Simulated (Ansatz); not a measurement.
An Ansatz (a quantum-chemistry and plane-wave program) input:

Ansatz 0.2 input:
```yaml
crystal:
  lattice:
    - [0.0, 2.6449571392, 2.6449571392]
    - [2.6449571392, 0.0, 2.6449571392]
    - [2.6449571392, 2.6449571392, 0.0]
  atoms:
    - { symbol: Cu, position: [0.0, 0.0, 0.0] }
    - { symbol: Cl, position: [0.75, 0.75, 0.75] }
kpoints:
  mp_grid: { grid: [8, 8, 8] }
basis: { xc_grid: 2 }
hamiltonian:
  xc: pbesol
  pseudopotentials: { azcp: { folder: ./paw }, kind: paw }
scf:
  occupations: { method: fixed }
output:
  optics: { e_range: [0.0, 15.0], de: 0.05, sigma: 0.1, bands: { spectra_wanted_up_to: 12 eV } }
```

Q: How many symmetry operations and irreducible k-points will the run report?

A: 24 operations, 29 of 512 k-points.

Q: With a cutoff of 420 eV, how many plane waves at Γ?

A: 725.

It took very roughly 30 core-seconds on shared server cores.

Space group F-43m (zinc blende). Symmetry was held in the PBEsol relaxation. No spin polarisation was allowed.

Potentials: the earlier of the program's two PAW sets.

Ansatz is a plane-wave DFT program.
